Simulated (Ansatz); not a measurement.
Here is an unrelaxed guess for Lu₃Zn₂Ge.

```cif
data_structure
_symmetry_space_group_name_H-M 'P4mm'
_symmetry_Int_Tables_number 99
_cell_length_a 3.6217
_cell_length_b 3.6217
_cell_length_c 7.8823
_cell_angle_alpha 90.000
_cell_angle_beta 90.000
_cell_angle_gamma 90.000
_cell_volume 103.39
loop_
_atom_site_label
_atom_site_type_symbol
_atom_site_symmetry_multiplicity
_atom_site_Wyckoff_symbol
_atom_site_fract_x
_atom_site_fract_y
_atom_site_fract_z
_atom_site_occupancy
Lu1 Lu 2 c 0.50000 0.00000 0.99831 1
Lu2 Lu 1 a 0.00000 0.00000 0.37926 1
Zn1 Zn 1 b 0.50000 0.50000 0.26656 1
Zn2 Zn 1 a 0.00000 0.00000 0.73394 1
Ge1 Ge 1 b 0.50000 0.50000 0.62362 1
```

Computed with DFT PBE, scalar-relativistic, plane waves, PAW (Ansatz). Cutoff 420 eV; k points 6×6×2 on the computed 6-atom cell (Γ-centred); Gaussian smearing, width 0.10 eV; no spin polarisation.

Energies over the elements count from the elements' standard structures at the same level, with no fitted energy shifts.

**Question.** How far from equilibrium is it?

**Answer.** The pressure is 26.3 GPa (the mean over three directions, positive in compression), the largest force is 1.09 eV/Å, and the energy is +0.57 eV/atom against the elements. The shortest distance is 2.56 Å.

**Question.** Is it a good guess?

**Answer.** A rough one: relaxing gains about 0.65 eV/atom (the start's value is from the coarse mesh, so the gain is rough) in 24 ionic steps and ends at −0.09 eV/atom on the finer mesh. The symmetry stays P4mm (No. 99). The volume per atom grows by 35.5 %, from 17.2 to 23.3 Å³. The shortest distance goes from 2.56 Å (Lu–Lu) to 2.62 Å (Zn–Ge). The ratio c/a of the conventional cell changes by a factor of 0.71. Conventional cell: a = 4.500 Å, c = 6.915 Å. Lu on a site of symmetry 2mm has 2 Zn at 2.79 Å, 2 Zn at 3.06 Å, 2 Ge at 3.16 Å, 4 Lu at 3.18 Å and 2 Lu at 3.43 Å; around Zn on its first site lie 1 Ge at 2.62 Å and 8 Lu at 3.06–3.22 Å; Ge is surrounded by 1 Zn at 2.62 Å, 4 Lu at 3.16 Å, 4 Zn at 3.23 Å and 4 Lu at 3.81 Å; 2 more sites not described.

The last run used an 8×8×6 mesh (in the run's order of axes) for its 6-atom cell and Gaussian smearing of 0.10 eV. The relaxation can't lower the symmetry of the start, and the grade says only how near the guess is to its own end. Symmetry constrained the relaxation, so the result can be a saddle point.
